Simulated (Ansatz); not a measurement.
InAs (CsCl type, Pm-3m) under volume change, plane-wave PAW PBE (Ansatz code), scaled uniformly.

```json
[
 {"V (Å³/atom)": "20.768", "E − E(relaxed) (meV/atom)": "39.2", "P (GPa)": "6.70"},
 {"V (Å³/atom)": "21.453", "E − E(relaxed) (meV/atom)": "?", "P (GPa)": "?"},
 {"V (Å³/atom)": "22.137", "E − E(relaxed) (meV/atom)": "?", "P (GPa)": "?"},
 {"V (Å³/atom)": "22.822", "E − E(relaxed) (meV/atom)": "0.0", "P (GPa)": "0.00"},
 {"V (Å³/atom)": "23.507", "E − E(relaxed) (meV/atom)": "3.5", "P (GPa)": "-1.58"},
 {"V (Å³/atom)": "24.191", "E − E(relaxed) (meV/atom)": "13.1", "P (GPa)": "-2.90"},
 {"V (Å³/atom)": "24.876", "E − E(relaxed) (meV/atom)": "27.9", "P (GPa)": "-3.96"}
]
```

Some entries are withheld; supply them.


- 21.453, E − E(relaxed) (meV/atom): 16.4
- 21.453, P (GPa): 4.06
- 22.137, E − E(relaxed) (meV/atom): 3.9
- 22.137, P (GPa): 1.87

What does a third-order Birch–Murnaghan fit give for V₀, B₀ and B′?

V₀ = 22.82 Å³/atom, B₀ = 56.7 GPa, B′ = 4.8.

The cell is a constructed one: a structure type filled with these elements; neither database checked (COD, Materials Project) lists it. It is not the phase usual at ambient conditions (space group No. 216). Symmetry was held in the PBE relaxation; its stability against distortions is not shown here.

Potentials: the earlier of the program's two PAW sets.
